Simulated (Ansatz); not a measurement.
Rutile TiO₂, relaxed with r2SCAN in Ansatz. Space group P4_2/mnm (No. 136), tetragonal; conventional cell a = 4.597 Å, c = 2.953 Å, 10.40 Å³ an atom. Ti has 6 O at 1.95–1.98 Å and 2 Ti at 2.95 Å; O has 3 Ti at 1.95–1.98 Å.

The axes x, y and z are those of this cell:
```
CELL_PARAMETERS angstrom
4.59685 0.00000 0.00000
0.00000 4.59685 0.00000
0.00000 0.00000 2.95349
ATOMIC_POSITIONS crystal
Ti 0.00000 0.00000 0.00000
Ti 0.50000 0.50000 0.50000
O 0.30464 0.30464 0.00000
O 0.19536 0.80464 0.50000
O 0.80464 0.19536 0.50000
O 0.69536 0.69536 0.00000
```

Unstrained: PBE gives a direct gap of 1.888 eV at Γ. A second conduction valley, at M, lies only 38 meV higher, so their order isn't settled. With r2SCAN the gap is 2.221 eV and direct, at Γ. A second conduction valley, at M, lies only 40 meV higher, so their order isn't settled. With HSE06 the gap is 3.384 eV and direct, at Γ. A second conduction valley, at M, lies only 23 meV higher, so their order isn't settled. Meshes: PBE 6×6×8, r2SCAN 6×6×8, HSE06 4×4×6. Strains are changes of length per length. After each strain the atoms were relaxed again with r2SCAN within the symmetry that the strain leaves, so tilts or polar shifts that break it weren't tested; points keep the names that they have in the unstrained zone. No spin polarisation and no zero-point or thermal motion.

**Question.** Estimate what epitaxial +2.0 % in the xy plane, free normal strain -1.15 % does to the gap.

**Answer.** PBE: the gap goes from 1.888 to 1.935 eV (+0.047 eV). r2SCAN: the gap goes from 2.221 to 2.258 eV (+0.037 eV). HSE06: the gap goes from 3.384 to 3.397 eV (+0.013 eV). The r2SCAN energy rises by 9.5 meV an atom.

**Question.** Estimate what epitaxial -1.0 % in the xy plane, free normal strain +0.68 % does to the gap.

**Answer.** PBE: the gap goes from 1.888 to 1.882 eV (-0.006 eV). r2SCAN: the gap goes from 2.221 to 2.221 eV (0.000 eV). HSE06: the gap goes from 3.384 to 3.397 eV (+0.013 eV). The r2SCAN energy rises by 2.5 meV an atom.

**Question.** Estimate what epitaxial -2.0 % in the xy plane, free normal strain +1.42 % does to the gap.

**Answer.** PBE: the gap goes from 1.888 to 1.893 eV (+0.005 eV). r2SCAN: the gap goes from 2.221 to 2.237 eV (+0.016 eV). HSE06: the gap goes from 3.384 to 3.426 eV (+0.042 eV). The r2SCAN energy rises by 10.4 meV an atom.

**Question.** For epitaxial -3.0 % in the xy plane, how far does the free direction move, and what happens to the gap?

**Answer.** The normal strain at zero normal stress is +2.21 %, 0.74 of the in-plane strain with the sign turned. PBE: the gap goes from 1.888 to 1.920 eV (+0.032 eV). r2SCAN: the gap goes from 2.221 to 2.269 eV (+0.048 eV). HSE06: the gap goes from 3.384 to 3.469 eV (+0.085 eV).

**Question.** Estimate what epitaxial -4.0 % in the xy plane, free normal strain +3.07 % does to the gap.

**Answer.** PBE: the gap goes from 1.888 to 1.963 eV (+0.075 eV). r2SCAN: the gap goes from 2.221 to 2.316 eV (+0.095 eV). HSE06: the gap goes from 3.384 to 3.527 eV (+0.143 eV). The r2SCAN energy rises by 43.3 meV an atom.

**Question.** Estimate what epitaxial +3.0 % in the xy plane, free normal strain -1.64 % does to the gap.

**Answer.** PBE: the gap goes from 1.888 to 1.971 eV (+0.083 eV); least and direct gap lie within 0.04 eV, so its kind isn't settled. r2SCAN: the gap goes from 2.221 to 2.297 eV (+0.076 eV). HSE06: the gap goes from 3.384 to 3.420 eV (+0.036 eV); least and direct gap lie within 0.04 eV, so its kind isn't settled. The r2SCAN energy rises by 20.8 meV an atom.

**Question.** Estimate what epitaxial +1.0 % in the xy plane, free normal strain -0.60 % does to the gap.

**Answer.** PBE: the gap goes from 1.888 to 1.904 eV (+0.016 eV). r2SCAN: the gap goes from 2.221 to 2.232 eV (+0.011 eV). HSE06: the gap goes from 3.384 to 3.383 eV (-0.001 eV). The r2SCAN energy rises by 2.4 meV an atom.

**Question.** Estimate what epitaxial +4.0 % in the xy plane, free normal strain -2.09 % does to the gap.

**Answer.** PBE: the gap goes from 1.888 to 2.000 eV (+0.112 eV); least and direct gap lie within 0.04 eV, so its kind isn't settled. r2SCAN: the gap goes from 2.221 to 2.329 eV (+0.108 eV); least and direct gap lie within 0.04 eV, so its kind isn't settled. HSE06: the gap goes from 3.384 to 3.436 eV (+0.052 eV); least and direct gap lie within 0.04 eV, so its kind isn't settled. The r2SCAN energy rises by 35.8 meV an atom.

The meshes of the hybrids are coarse, so their gaps aren't converged to the digits shown.
